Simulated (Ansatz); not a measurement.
AlPt:
Space group Pm-3m (No. 221); a = b = c = 3.0605 Å, α = β = γ = 90.00°

| atom | site | symmetry | x | y | z |
|---|---|---|---|---|---|
| Al | 1a | m-3m | 0.0000 | 0.0000 | 0.0000 |
| Pt | 1b | m-3m | 0.5000 | 0.5000 | 0.5000 |

Relaxed with PBEsol.

### Question
Which orbitals make up the states near the Fermi level in plane-wave PAW PBEsol (Ansatz code)?

### Answer
Within 0.5 eV of the Fermi level: Pt 5d 44 %, Al 3p 34 %, Al 3s 9 %, Pt 6s 7 %. Projections are on Löwdin-orthogonalised atomic valence shells; empty p or d shells of many metals are not among them.

### Question
Tabulate the density of states.

### Answer
States/eV per cell of 2 atoms, in 0.25 eV bins, energy from the Fermi level.

```tsv
E (eV)	total	Pt 5d	Al 3p	Al 3s
-7.85	1.16	0.52	0.22	0.31
-7.60	1.19	0.60	0.21	0.32
-7.35	0.79	0.43	0.14	0.20
-7.10	0.71	0.33	0.14	0.21
-6.85	0.57	0.26	0.14	0.12
-6.60	0.70	0.34	0.18	0.10
-6.35	1.32	0.76	0.32	0.11
-6.10	1.87	1.15	0.45	0.10
-5.85	2.26	1.54	0.48	0.10
-5.60	2.52	2.06	0.31	0.08
-5.35	1.80	1.53	0.24	0.01
-5.10	2.21	1.89	0.29	0.01
-4.85	1.33	1.08	0.23	0.00
-4.60	1.33	1.09	0.19	0.00
-4.35	2.99	2.60	0.29	0.01
-4.10	3.03	2.60	0.30	0.02
-3.85	2.76	2.38	0.24	0.03
-3.60	3.84	3.35	0.32	0.03
-3.35	3.10	2.67	0.31	0.02
-3.10	2.55	2.18	0.27	0.02
-2.85	2.07	1.78	0.20	0.02
-2.60	1.12	0.89	0.16	0.01
-2.35	0.55	0.35	0.14	0.01
-2.10	0.47	0.30	0.11	0.01
-1.85	0.37	0.24	0.09	0.01
-1.60	0.32	0.21	0.07	0.01
-1.35	0.25	0.15	0.06	0.00
-1.10	0.35	0.23	0.09	0.00
-0.85	1.50	1.06	0.28	0.03
-0.60	1.11	0.67	0.27	0.05
-0.35	0.84	0.43	0.25	0.06
-0.10	0.71	0.32	0.24	0.06
0.15	0.62	0.24	0.23	0.07
0.40	0.56	0.19	0.23	0.07
0.65	0.52	0.16	0.22	0.07
0.90	0.47	0.13	0.20	0.08
1.15	0.51	0.12	0.18	0.08
1.40	0.54	0.11	0.17	0.09
1.65	0.59	0.10	0.17	0.11
1.90	0.61	0.10	0.16	0.13
2.15	0.74	0.11	0.15	0.20
2.40	0.82	0.12	0.15	0.26
2.65	0.85	0.12	0.17	0.29
2.90	0.86	0.11	0.21	0.29
3.15	0.84	0.10	0.24	0.27
3.40	0.82	0.10	0.26	0.26
3.65	0.89	0.11	0.29	0.28
3.90	0.90	0.10	0.34	0.26
4.15	0.87	0.09	0.36	0.22
4.40	0.83	0.08	0.36	0.19
4.65	0.81	0.08	0.37	0.17
```

The workflow started from a Materials Project entry (that database holds measured and hypothetical structures alike); the Crystallography Open Database copy checked does not list it. With Al and Pt taken as one species the cell has the higher symmetry Im-3m, so it may be an ordered model of a mixed-site phase. Whether it is the stable phase at ambient conditions was not checked. The cell was relaxed with PBEsol under the symmetry of its start; phonons on a q-mesh show weakly imaginary modes. No spin polarisation was allowed. Spin–orbit coupling is left out wherever it is not named.

Potentials: the later of the program's two PAW sets.
